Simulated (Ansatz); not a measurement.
Data:

Starting cell, Te (trigonal-Te type, space group P3_121):

```xyz
3
Lattice="4.6241 0.0000 0.0000 -2.3121 4.0046 0.0000 0.0000 0.0000 5.9034" Properties=species:S:1:pos:R:3 pbc="T T T"
Te     1.1715     0.0000     1.9678
Te    -0.5858     1.0146     3.9356
Te     1.7263     2.9900     0.0000
```

In each cell atom 1 (Te, nearest neighbour Te at 2.827 Å; its periodic images, 4.6 Å or more away, move with it) moves by s·(0.707, 0.707, 0.000) (along Cartesian [110]), the rest being held.

Computed with r2SCAN (plane waves to 500 eV, PAW, scalar-relativistic; Ansatz, a program for electronic structure). k mesh 7×7×5 (Γ-centred), Fermi-Dirac smearing 0.05 eV. E stands for the smeared free energy. Spin-orbit coupling is left out, though Te is heavy. Te was relaxed with its symmetry unable to fall. ΔE is measured from the undisplaced structure.

The scan covers s from -0.280 to 0.280 Å in 11 points.

Q: Is the energy the same for displacements of ±0.280 Å, and if not, which side lies higher?

A: Not even: the negative side lies higher at ±0.280 Å. With its periodic images moving along, the atom's site symmetry in this cell is 2.

Q: What force acts on the atom along the line at s = -0.280 Å?

A: 1.18 eV/Å.

Q: What is the force constant k = d²E/ds² of this move at s = 0?

A: 3.39 eV/Å².

(A displaced cell: forces are minus the slopes of the energy, force constants its curvatures, and phonons follow from these.)
